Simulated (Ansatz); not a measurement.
Input file for Ansatz (an electronic-structure program):

Ansatz 0.2 input:
```yaml
crystal:
  lattice:
    - [3.3966922261, 0.0, 0.0]
    - [-1.6983461131, 2.9416217567, 0.0]
    - [0.0, 0.0, 5.9647728844]
  atoms:
    - { symbol: In, position: [0.6666666667, 0.3333333333, 0.7620824822] }
    - { symbol: In, position: [0.3333333333, 0.6666666667, 0.2379175178] }
    - { symbol: O, position: [0.6666666667, 0.3333333333, 0.3477101376] }
    - { symbol: O, position: [0.3333333333, 0.6666666667, 0.6522898624] }
    - { symbol: O, position: [0.0, 0.0, 0.0] }
kpoints:
  mp_grid: { grid: [9, 9, 5] }
hamiltonian:
  xc: lda
  pseudopotentials: { azcp: { folder: ./paw }, kind: paw }
scf:
  occupations: { method: fixed }
elastic: { mode: relaxed_ion, stencil: two_point, amplitude: 0.005, f_tol: 0.0005 }
```

Output (shortened):

```
Pseudopotential: In, paw, valence charge 13
Pseudopotential: O, paw, valence charge 6
Functional definition: SPW92
Crystal: 5 atoms, lattice volume = 59.599 Å³
Basis set: ecut = 420 eV, 1159 PW (Γ)
Bands: 27, of which v1, the nominal top of the filled ones, is band 22 counted from 1 (21 counted from 0)
Symmetry: 12 space group operations
Space group: P-3m1 (ITA 164), of the structure as read, at distance tolerance 3.9e-5 Å
k-points: 50 of 405
SCF 1 converged in 13 iterations: F = -12580.138161 eV  dr2 = 4.79e-14
relax step   1: F+E_penalty+E_count = -12580.13816097 eV  Δ(F+E_penalty+E_count) = +0.000e0 eV  max|allowed force component| = 1.746e-3 eV/Å  Δτ_max = 0.0000 Å  (13 SCF iters, accepted)
Crystal: 5 atoms, lattice volume = 59.599 Å³
SCF 2 converged in 10 iterations: F = -12580.138161 eV  dr2 = 1.19e-14
relax step   2: F+E_penalty+E_count = -12580.13816121 eV  Δ(F+E_penalty+E_count) = -2.396e-7 eV  max|allowed force component| = 2.171e-4 eV/Å  Δτ_max = 0.0001 Å  (10 SCF iters, accepted)
Crystal: 5 atoms, lattice volume = 59.599 Å³
SCF 3 converged in 9 iterations: F = -12580.138161 eV  dr2 = 9.45e-14
Crystal: 5 atoms, lattice volume = 59.301 Å³
Symmetry: 4 space group operations
k-points: 115 of 405
SCF 4 converged in 11 iterations: F = -12580.136299 eV  dr2 = 8.38e-14
relax step   1: F+E_penalty+E_count = -12580.13629929 eV  Δ(F+E_penalty+E_count) = +0.000e0 eV  max|allowed force component| = 6.584e-2 eV/Å  Δτ_max = 0.0000 Å  (11 SCF iters, accepted)
Crystal: 5 atoms, lattice volume = 59.301 Å³
SCF 5 converged in 10 iterations: F = -12580.136658 eV  dr2 = 3.03e-14
relax step   2: F+E_penalty+E_count = -12580.13665761 eV  Δ(F+E_penalty+E_count) = -3.583e-4 eV  max|allowed force component| = 3.364e-2 eV/Å  Δτ_max = 0.0024 Å  (10 SCF iters, accepted)
Crystal: 5 atoms, lattice volume = 59.301 Å³
SCF 6 converged in 9 iterations: F = -12580.136737 eV  dr2 = 6.03e-14
relax step   3: F+E_penalty+E_count = -12580.13673672 eV  Δ(F+E_penalty+E_count) = -7.911e-5 eV  max|allowed force component| = 4.901e-3 eV/Å  Δτ_max = 0.0021 Å  (9 SCF iters, accepted)
Crystal: 5 atoms, lattice volume = 59.301 Å³
SCF 7 converged in 9 iterations: F = -12580.136740 eV  dr2 = 8.10e-15
relax step   4: F+E_penalty+E_count = -12580.13673987 eV  Δ(F+E_penalty+E_count) = -3.158e-6 eV  max|allowed force component| = 1.186e-3 eV/Å  Δτ_max = 0.0006 Å  (9 SCF iters, accepted)
Crystal: 5 atoms, lattice volume = 59.301 Å³
SCF 8 converged in 8 iterations: F = -12580.136740 eV  dr2 = 3.09e-14
relax step   5: F+E_penalty+E_count = -12580.13674000 eV  Δ(F+E_penalty+E_count) = -1.215e-7 eV  max|allowed force component| = 1.888e-5 eV/Å  Δτ_max = 0.0001 Å  (8 SCF iters, accepted)
Crystal: 5 atoms, lattice volume = 59.301 Å³
SCF 9 converged in 2 iterations: F = -12580.136740 eV  dr2 = 1.36e-14
Crystal: 5 atoms, lattice volume = 59.897 Å³
SCF 10 converged in 11 iterations: F = -12580.136476 eV  dr2 = 7.91e-14
relax step   1: F+E_penalty+E_count = -12580.13647595 eV  Δ(F+E_penalty+E_count) = +0.000e0 eV  max|allowed force component| = 6.296e-2 eV/Å  Δτ_max = 0.0000 Å  (11 SCF iters, accepted)
Crystal: 5 atoms, lattice volume = 59.897 Å³
SCF 11 converged in 11 iterations: F = -12580.136894 eV  dr2 = 3.82e-15
relax step   2: F+E_penalty+E_count = -12580.13689371 eV  Δ(F+E_penalty+E_count) = -4.178e-4 eV  max|allowed force component| = 3.406e-3 eV/Å  Δτ_max = 0.0047 Å  (11 SCF iters, accepted)
Crystal: 5 atoms, lattice volume = 59.897 Å³
SCF 12 converged in 9 iterations: F = -12580.136895 eV  dr2 = 7.65e-15
relax step   3: F+E_penalty+E_count = -12580.13689514 eV  Δ(F+E_penalty+E_count) = -1.424e-6 eV  max|allowed force component| = 9.760e-5 eV/Å  Δτ_max = 0.0003 Å  (9 SCF iters, accepted)
Crystal: 5 atoms, lattice volume = 59.897 Å³
SCF 13 converged in 2 iterations: F = -12580.136895 eV  dr2 = 2.63e-15
Crystal: 5 atoms, lattice volume = 59.301 Å³
SCF 14 converged in 11 iterations: F = -12580.137309 eV  dr2 = 1.51e-14
relax step   1: F+E_penalty+E_count = -12580.13730920 eV  Δ(F+E_penalty+E_count) = +0.000e0 eV  max|allowed force component| = 2.151e-2 eV/Å  Δτ_max = 0.0000 Å  (11 SCF iters, accepted)
Crystal: 5 atoms, lattice volume = 59.301 Å³
SCF 15 converged in 10 iterations: F = -12580.137360 eV  dr2 = 3.24e-14
relax step   2: F+E_penalty+E_count = -12580.13736007 eV  Δ(F+E_penalty+E_count) = -5.087e-5 eV  max|allowed force component| = 8.791e-4 eV/Å  Δτ_max = 0.0020 Å  (10 SCF iters, accepted)
Crystal: 5 atoms, lattice volume = 59.301 Å³
SCF 16 converged in 8 iterations: F = -12580.137360 eV  dr2 = 2.56e-14
relax step   3: F+E_penalty+E_count = -12580.13736019 eV  Δ(F+E_penalty+E_count) = -1.215e-7 eV  max|allowed force component| = 4.339e-6 eV/Å  Δτ_max = 0.0001 Å  (8 SCF iters, accepted)
Crystal: 5 atoms, lattice volume = 59.301 Å³
SCF 17 converged in 2 iterations: F = -12580.137360 eV  dr2 = 9.28e-15
Crystal: 5 atoms, lattice volume = 59.897 Å³
Basis set: ecut = 420 eV, 1161 PW (Γ)
SCF 18 converged in 11 iterations: F = -12580.137403 eV  dr2 = 1.97e-14
relax step   1: F+E_penalty+E_count = -12580.13740311 eV  Δ(F+E_penalty+E_count) = +0.000e0 eV  max|allowed force component| = 2.286e-2 eV/Å  Δτ_max = 0.0000 Å  (11 SCF iters, accepted)
Crystal: 5 atoms, lattice volume = 59.897 Å³
SCF 19 converged in 10 iterations: F = -12580.137466 eV  dr2 = 3.46e-14
relax step   2: F+E_penalty+E_count = -12580.13746644 eV  Δ(F+E_penalty+E_count) = -6.333e-5 eV  max|allowed force component| = 1.224e-3 eV/Å  Δτ_max = 0.0020 Å  (10 SCF iters, accepted)
Crystal: 5 atoms, lattice volume = 59.897 Å³
SCF 20 converged in 8 iterations: F = -12580.137467 eV  dr2 = 5.95e-14
relax step   3: F+E_penalty+E_count = -12580.13746681 eV  Δ(F+E_penalty+E_count) = -3.639e-7 eV  max|allowed force component| = 9.751e-6 eV/Å  Δτ_max = 0.0002 Å  (8 SCF iters, accepted)
Crystal: 5 atoms, lattice volume = 59.897 Å³
SCF 21 converged in 2 iterations: F = -12580.137467 eV  dr2 = 2.79e-14
Crystal: 5 atoms, lattice volume = 59.598 Å³
SCF 22 converged in 11 iterations: F = -12580.137690 eV  dr2 = 8.49e-15
relax step   1: F+E_penalty+E_count = -12580.13769040 eV  Δ(F+E_penalty+E_count) = +0.000e0 eV  max|allowed force component| = 3.876e-2 eV/Å  Δτ_max = 0.0000 Å  (11 SCF iters, accepted)
Crystal: 5 atoms, lattice volume = 59.598 Å³
SCF 23 converged in 9 iterations: F = -12580.137771 eV  dr2 = 3.08e-14
relax step   2: F+E_penalty+E_count = -12580.13777101 eV  Δ(F+E_penalty+E_count) = -8.061e-5 eV  max|allowed force component| = 2.051e-2 eV/Å  Δτ_max = 0.0017 Å  (9 SCF iters, accepted)
Crystal: 5 atoms, lattice volume = 59.598 Å³
SCF 24 converged in 9 iterations: F = -12580.137802 eV  dr2 = 3.00e-14
relax step   3: F+E_penalty+E_count = -12580.13780178 eV  Δ(F+E_penalty+E_count) = -3.077e-5 eV  max|allowed force component| = 9.118e-4 eV/Å  Δτ_max = 0.0015 Å  (9 SCF iters, accepted)
Crystal: 5 atoms, lattice volume = 59.598 Å³
SCF 25 converged in 8 iterations: F = -12580.137802 eV  dr2 = 1.91e-14
relax step   4: F+E_penalty+E_count = -12580.13780187 eV  Δ(F+E_penalty+E_count) = -9.218e-8 eV  max|allowed force component| = 2.362e-4 eV/Å  Δτ_max = 0.0002 Å  (8 SCF iters, accepted)
Crystal: 5 atoms, lattice volume = 59.598 Å³
SCF 26 converged in 2 iterations: F = -12580.137802 eV  dr2 = 7.70e-15
Crystal: 5 atoms, lattice volume = 59.598 Å³
SCF 27 converged in 11 iterations: F = -12580.137689 eV  dr2 = 9.11e-15
relax step   1: F+E_penalty+E_count = -12580.13768858 eV  Δ(F+E_penalty+E_count) = +0.000e0 eV  max|allowed force component| = 3.831e-2 eV/Å  Δτ_max = 0.0000 Å  (11 SCF iters, accepted)
Crystal: 5 atoms, lattice volume = 59.598 Å³
SCF 28 converged in 10 iterations: F = -12580.137799 eV  dr2 = 1.81e-15
relax step   2: F+E_penalty+E_count = -12580.13779943 eV  Δ(F+E_penalty+E_count) = -1.108e-4 eV  max|allowed force component| = 7.518e-4 eV/Å  Δτ_max = 0.0033 Å  (10 SCF iters, accepted)
Crystal: 5 atoms, lattice volume = 59.598 Å³
SCF 29 converged in 8 iterations: F = -12580.137799 eV  dr2 = 2.70e-14
relax step   3: F+E_penalty+E_count = -12580.13779946 eV  Δ(F+E_penalty+E_count) = -2.690e-8 eV  max|allowed force component| = 4.424e-4 eV/Å  Δτ_max = 0.0001 Å  (8 SCF iters, accepted)
Crystal: 5 atoms, lattice volume = 59.598 Å³
SCF 30 converged in 2 iterations: F = -12580.137799 eV  dr2 = 1.19e-14
SCF converged after 9 iterations
Stability not checked: this state was not tested for a lower state beside it, because too few of the mixer's solves of this state at the end of the SCF gave a …
Free energy (F): -12580.138161 eV
Harris-Foulkes:  -12580.138161 eV  (|F-HF|=1.82e-12)
Internal energy: -12580.138161 eV  (E = F + TS)
E sigma→0 (E₀):  -12580.138161 eV
Fermi energy:    9.877041 eV
--- Per-component energies (eV) ---
  E_band       = 48.569627
  E_kinetic    = 947.840000
  E_local      = -2567.647157  (includes V_loc(G=0)·N_el)
  E_nonlocal   = 828.372621
  E_hartree    = 995.723344
  E_xc         = -492.659299
  E_vxc        = -450.120349  (∫ρ·V_xc dr)
  E_paw        = -8601.986339  (= ΣΔE_a)
  E_vpaw       = -701.324610  (= ΣTr[D̂ρ^β])
  E_aug_tail   = 0.002448  (compensation charges beyond the density's cutoff)
  E_ewald      = -3690.643612
  E_core_change = 0.859834  (= ΣΔE_core)
  E_smearing   =  0.000000  (= −TS)
  E_closure    =  0.000000  (closes the sum)
  Σ components = -12580.138161   (vs F -12580.138161, Δ=0.00e0)
--- Forces (eV/Å), atoms counted from 1 ---
  atom   1  In     0.00000000     0.00000000     0.00021713
  atom   2  In     0.00000000     0.00000000    -0.00021713
  atom   3  O      0.00000000     0.00000000     0.00009323
  atom   4  O      0.00000000     0.00000000    -0.00009323
  atom   5  O      0.00000000     0.00000000     0.00000000
  max |Σ_I F_I| component: 1.27e-17 eV/Å
--- Stress (GPa, compression-positive) ---
        0.021889       0.000000       0.000000
        0.000000       0.021889       0.000000
        0.000000       0.000000       0.008293
  P = ⅓ Tr σ = 0.0174 GPa (0.174 kbar)
--- Band table (eV; the first three rows and the last of 50) ---
  k-point 0: bands = ["-8.0761", "-6.9644", "-6.1016", "-2.7613", "-2.7613", "-2.7218", "-2.7218", "-2.5710", "-2.3369", "-2.3369", "-2.2170", "-2.2170", "-1.7763", "5.6758", "6.7706", "8.5142", "8.5142", "8.7333", "8.7333", "9.2990", "9.2990", "9.7968", …
  k-point 1: bands = ["-8.0057", "-7.1169", "-6.0146", "-2.7871", "-2.7871", "-2.6994", "-2.6994", "-2.5740", "-2.3288", "-2.3288", "-2.2210", "-2.2210", "-1.8010", "5.7811", "6.8906", "8.4292", "8.4292", "8.8499", "8.8499", "9.0715", "9.2715", "9.2715", …
  k-point 2: bands = ["-7.8280", "-7.3974", "-5.9036", "-2.8114", "-2.8114", "-2.6810", "-2.6810", "-2.5784", "-2.3124", "-2.3124", "-2.2303", "-2.2303", "-1.8413", "5.9704", "7.1834", "8.2685", "8.3473", "8.3473", "9.0150", "9.0150", "9.1934", "9.1934", …
  k-point 49: bands = ["-7.1526", "-7.1526", "-6.2838", "-2.5648", "-2.5242", "-2.5242", "-2.3293", "-2.2892", "-2.2546", "-2.2546", "-1.9512", "-1.2974", "-1.2974", "4.3837", "4.3837", "5.2098", "7.3638", "7.4703", "7.4703", "8.9483", "8.9483", "9.4152", …
--- Elastic constants: 3 strain directions × 2 members + reference (group order 12) ---
  dense FFT box of the reference and of every strained cell: 24×24×45
  strains applied: 11, 33, 23; error gains …
  reference relaxed by the batch: 2 steps …
  largest displacement 1.4e-4 Å; the constants are those of the deck's cell at these positions:
  atoms:
    - { symbol: In, position: [0.6666666666666665, 0.33333333333333326, 0.7620797365083438] }
    - { symbol: In, position: [0.33333333333333326, 0.6666666666666665, 0.23792026349165607] }
    - { symbol: O, position: [0.6666666666666665, 0.33333333333333326, 0.3476871897833951] }
    - { symbol: O, position: [0.33333333333333326, 0.6666666666666665, 0.6523128102166048] }
    - { symbol: O, position: [0.0, 0.0, 0.0] }
  C = ∂σ_k/∂η_j (tension-positive GPa; Voigt order 11 22 33 23 13 12):
       282.001    182.771    129.368     57.116      0.000      0.000
       182.771    282.001    129.368    -57.116      0.000      0.000
       129.384    129.384    158.960      0.000      0.000      0.000
        57.111    -57.111      0.000     67.175      0.000      0.000
         0.000      0.000      0.000      0.000     67.175     57.111
         0.000      0.000      0.000      0.000     57.116     49.615
  reference stress σ⁰ (GPa):     -0.022     -0.022     -0.008      0.000      0.000      0.000
  moduli (Voigt/Reuss/Hill, GPa): K = 178.45/152.36/165.40   G = 55.56/1.51/28.53   E = 80.94   ν = 0.418
  mechanically stable: yes (min eigenvalue of sym C = 0.61 GPa)
  strain η (Voigt 11):  stress-route row diagonal C_11 = 282.00 GPa, energy-path curvature d²(F+E_count+ΔE)/dδ²/Ω₀ = 281.66 GPa
         δ    σ_11 (GPa)             F (eV)   n_scf  n_hpsi   n_pw
    -5.000e-3      -1.4519      -12580.1367400       2   26184   1176   relax 5 steps, max|allowed force component| 1.89e-5 eV/Å
     5.000e-3       1.3681      -12580.1368951       2   26016   1196   relax 3 steps, max|allowed force component| 9.76e-5 eV/Å
  strain η (Voigt 33):  stress-route row diagonal C_33 = 158.96 GPa, energy-path curvature d²(F+E_count+ΔE)/dδ²/Ω₀ = 158.82 GPa
         δ    σ_33 (GPa)             F (eV)   n_scf  n_hpsi   n_pw
    -5.000e-3      -0.8255      -12580.1373602       2   11340   1176   relax 3 steps, max|allowed force component| 4.34e-6 eV/Å
     5.000e-3       0.7641      -12580.1374668       2   11326   1196   relax 3 steps, max|allowed force component| 9.75e-6 eV/Å
  strain η (Voigt 23):  stress-route row diagonal C_44 = 67.17 GPa, energy-path curvature d²(F+E_count+ΔE)/dδ²/Ω₀ = 67.18 GPa
         δ    σ_23 (GPa)             F (eV)   n_scf  n_hpsi   n_pw
    -5.000e-3      -0.3348      -12580.1378019       2   25952   1180   relax 4 steps, max|allowed force component| 2.36e-4 eV/Å
     5.000e-3       0.3369      -12580.1377995       2   26105   1180   relax 3 steps, max|allowed force component| 4.42e-4 eV/Å
```

Cost: very roughly 4 core-minutes on shared cores.

The start of the workflow was typed in or built on a structure type; neither database checked (COD, Materials Project) lists it. It is not the phase usual at ambient conditions (space group No. 206). The cell was relaxed with LDA under the symmetry of its start; of distortions, only those at the zone centre were tested. The volume moved by -27 % from the start of the relaxation. A crystal of weakly bound layers computed without a dispersion correction: the cell and the soft elastic constants depend strongly on that. Spin–orbit coupling is left out wherever it is not named.

Potentials: the earlier of the program's two PAW sets.

Ansatz is a plane-wave DFT program.
